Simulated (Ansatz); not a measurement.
CdTe:
```
CELL_PARAMETERS angstrom
      0.00000     3.30913     3.30913
      3.30913     0.00000     3.30913
      3.30913     3.30913     0.00000
ATOMIC_POSITIONS crystal
  Te 0.75000 0.75000 0.75000
  Cd 0.00000 0.00000 0.00000
```

Relaxed with PBE. Special points in fractions of this cell's reciprocal vectors: Γ (0.000, 0.000, 0.000); X (0.500, 0.000, 0.500); U (0.625, 0.250, 0.625); K (0.375, 0.375, 0.750); L (0.500, 0.500, 0.500); W (0.500, 0.250, 0.750).

Task: List the band energies nearest the valence-band maximum at these points for the program Ansatz at the PBE level (PAW).

Result: In eV from the valence-band maximum; about four levels below and three above (degenerate sets whole), none deeper than 8.9 eV; points with the same levels are listed once.

```json
[
 {"k": "Γ", "below": "-7.87 -7.87 0.00 0.00 0.00", "above": "0.58 4.65 4.65 4.65"},
 {"k": "X", "below": "-7.44 -4.01 -1.66 -1.66", "above": "2.68 2.75 8.49"},
 {"k": "U", "below": "-7.41 -3.91 -2.28 -1.37", "above": "2.93 4.44 7.23"},
 {"k": "L", "below": "-7.56 -4.07 -0.69 -0.69", "above": "1.76 5.23 5.23"},
 {"k": "W", "below": "-7.38 -3.89 -2.08 -1.94", "above": "4.03 4.70 5.49"}
]
```

Space group F-43m (zinc blende). The PBE relaxation kept the symmetry of its start. Spin–orbit coupling is left out wherever it is not named.

Potentials: the later of the program's two PAW sets.
